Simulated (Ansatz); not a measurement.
# AgLaS2 in 3 trial structures

AgLaS2 was placed in 3 structures, borrowed from other compounds or built from prototypes, and relaxed with PBEsol and then r2SCAN+rVV10 in the PAW code Ansatz, symmetry kept. Energies are static, from a final single point; gaps are the least over its mesh and special points. Simulated, non-magnetic, generated structures, which need not be known phases.

| start | ends in | volume (Å³/atom) | energy, r2SCAN+rVV10 (meV/atom) | gap, r2SCAN+rVV10 (eV) | shaken (PBEsol) |
| --- | --- | --- | --- | --- | --- |
| ordering on rocksalt (c) | P4/mmm | 23.52 | 74 | metal | falls 35 meV |
| ordering on rocksalt | Pmmn | 22.74 | 0 | 1.94 | falls 36 meV |
| ordering on rocksalt (b) | R-3m | 22.83 | 12 | 2.53 | falls 16 meV |

Energies count from the lowest cell; the last column tells what a randomly displaced small cell does when relaxed without symmetry, which tests only the distortions that fit it.

Of the symmetric cells the lowest is the one started from ordering on rocksalt, which ends in Pmmn (No. 59), 12 meV an atom below the next (ordering on rocksalt (b)). With PBEsol some shaken cells land within 15 meV an atom of the lowest symmetric one. Other structures, not tried here, could lie lower.

The falls are PBEsol's, in meV an atom on the shaken cell's own mesh; a cell that falls isn't a minimum, and its place in the table may change once it distorts.

The cells in order of energy (the first three):
- ordering on rocksalt: Pmmn, 22.74 Å³ an atom. Ag has 6 S at 2.79–2.92 Å; S has 4 Ag at 2.79–2.82 Å and 2 La at 2.80 Å; La has 6 S at 2.80–2.98 Å; S has 4 La at 2.86–2.98 Å and 2 Ag at 2.92 Å.
- ordering on rocksalt (b): R-3m, 22.83 Å³ an atom. Around Ag lie 6 S at 2.83 Å; around La lie 6 S at 2.88 Å; around S lie 3 Ag at 2.83 Å and 3 La at 2.88 Å.
- ordering on rocksalt (c): P4/mmm, 23.52 Å³ an atom. Around Ag lie 6 S at 2.80–2.90 Å; around S lie 2 Ag at 2.80 Å and 4 La at 2.90 Å; around La lie 6 S at 2.80–2.90 Å; around S lie 2 La at 2.80 Å and 4 Ag at 2.90 Å.

The lowest symmetric cell:
```yaml
crystal:
  lattice:
    - [4.28465, 0.00000, 0.00000]
    - [0.00000, 5.55386, 0.00000]
    - [0.00000, 0.00000, 7.64470]
  atoms:
    - { symbol: Ag, position: [0.00000, 0.00000, 0.85109] }
    - { symbol: S, position: [0.00000, 0.50000, 0.91480] }
    - { symbol: Ag, position: [0.50000, 0.50000, 0.14891] }
    - { symbol: S, position: [0.50000, 0.00000, 0.08520] }
    - { symbol: La, position: [0.00000, 0.00000, 0.32011] }
    - { symbol: S, position: [0.00000, 0.50000, 0.40848] }
    - { symbol: La, position: [0.50000, 0.50000, 0.67989] }
    - { symbol: S, position: [0.50000, 0.00000, 0.59152] }
```

Spin-orbit coupling is left out.
